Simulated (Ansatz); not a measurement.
Here is the system:

TaSi$_{2}$:
```yaml
crystal:
  lattice:
    - [4.76286, 0.00000, 0.00000]
    - [-2.38143, 4.12475, 0.00000]
    - [0.00000, 0.00000, 6.55410]
  atoms:
    - { symbol: Ta, position: [0.00000, 0.50000, 0.33333] }
    - { symbol: Ta, position: [0.50000, 0.00000, 0.00000] }
    - { symbol: Ta, position: [0.50000, 0.50000, 0.66667] }
    - { symbol: Si, position: [0.84090, 0.68181, 0.00000] }
    - { symbol: Si, position: [0.15910, 0.84090, 0.66667] }
    - { symbol: Si, position: [0.31819, 0.15910, 0.33333] }
    - { symbol: Si, position: [0.15910, 0.31819, 0.00000] }
    - { symbol: Si, position: [0.84090, 0.15910, 0.66667] }
    - { symbol: Si, position: [0.68181, 0.84090, 0.33333] }
```

This is the PBEsol-relaxed structure.

Task: All from PBEsol in the plane-wave PAW code Ansatz, unless another level is named. Estimate the Young's modulus.

Result: 360 GPa.

Task: Next, the highest zone-centre frequency?

Result: 410 cm^-1.

Space group P6_422. The first step of the workflow began from a Materials Project structure, measured or hypothetical; the Crystallography Open Database files this formula in space group No. 181, but the cells were not matched. Its standing as an ambient phase is unchecked. The PBEsol relaxation kept the symmetry of its start; of distortions, only those at the zone centre were tested. No spin polarisation was allowed. As this level gives no gap, phonon frequencies hold no LO–TO term and depend on the k-mesh and smearing (Fermi–Dirac, 0.1 eV here). On the denser mesh and wider smearing of the elastic run this cell carries a stress of 0.4 GPa. Spin–orbit coupling is left out wherever it is not named.

Potentials: the earlier of the program's two PAW sets.
